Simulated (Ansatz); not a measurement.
# Scan of one atom of the cell for Bi2Se3 (Bi2Te3 type, space group R-3m)

Relaxed Bi2Se3 (Bi2Te3 type, space group R-3m):

```yaml
crystal:
  lattice:
    - [2.04070, 1.17820, 9.22188]
    - [-2.04070, 1.17820, 9.22188]
    - [0.00000, -2.35639, 9.22188]
  atoms:
    - { symbol: Bi, position: [0.40185, 0.40185, 0.40185] }
    - { symbol: Bi, position: [0.59815, 0.59815, 0.59815] }
    - { symbol: Se, position: [0.00000, 0.00000, 0.00000] }
    - { symbol: Se, position: [0.20782, 0.20782, 0.20782] }
    - { symbol: Se, position: [0.79218, 0.79218, 0.79218] }
```

In each cell atom 1 (Bi, nearest neighbour Se at 2.835 Å; its periodic images, 4.1 Å or more away, move with it) moves by s·(0.577, 0.577, 0.577) (along Cartesian [111]), the rest being held.

These are PBEsol-D3(BJ) (plane waves to 420 eV, PAW, scalar-relativistic; Ansatz, a quantum-chemistry and plane-wave program) values and carry that method's errors. k mesh 8×8×8 (Γ-centred), Fermi-Dirac smearing 0.05 eV. The energy includes the smearing's −TS. Compression counts positive. With partly filled bands, energies and forces of such displacements shift with the k mesh and the smearing. F∥ is the force on the atom along that direction. F⊥ is the part of the force across the line. At this level the bands of Bi2Se3 touch or barely overlap; measurements give the solid a gap. Bi2Se3 was relaxed with its symmetry unable to fall. Spin-orbit coupling is left out, though Bi is heavy. The zero of ΔE is the undisplaced structure.

| s (Å) | ΔE (meV/cell) | |F⊥| (eV/Å) | F∥ (eV/Å) | P (GPa) |
|---|---|---|---|---|
| -0.570 | 837 | 1.614 | 3.060 | 2.1 |
| -0.456 | 529 | 1.250 | 2.359 | 1.1 |
| -0.342 | 297 | 0.928 | 1.733 | 0.5 |
| -0.228 | 132 | 0.618 | 1.151 | 0.1 |
| -0.114 | 34 | 0.311 | 0.584 | -0.1 |
| 0.000 | 0 | 0.001 | 0.000 | 0.0 |
| 0.114 | 36 | 0.321 | -0.636 | 0.3 |
| 0.228 | 148 | 0.661 | -1.358 | 1.0 |
| 0.342 | 349 | 1.034 | -2.194 | 1.9 |
| 0.456 | 653 | 1.474 | -3.158 | 3.0 |
| 0.570 | 1074 | 2.038 | -4.248 | 4.5 |

Derived quantities:

| Item | Value |
|---|---|
| Energy at s = 0.570 Å | 1074 meV/cell |
| Force along the line at s = -0.570 Å | 3.06 eV/Å |
| Symmetry of the curve | not even: the positive side lies higher at ±0.570 Å |
| Shape of the curve | a single well with its minimum at or next to zero displacement |
| Force constant k = d²E/ds² at s = 0 (finite differences) | 5.30 eV/Å² |
| Harmonic estimate at the end of the scan | ½ks² = 861 meV/cell against the computed 1074 meV/cell, so the well is stiffer than harmonic there |

The 11 points together took very roughly 8 core-minutes.

(For displaced atoms, the force is minus the slope of the energy, and its curvature is a force constant, which sets phonon frequencies.)
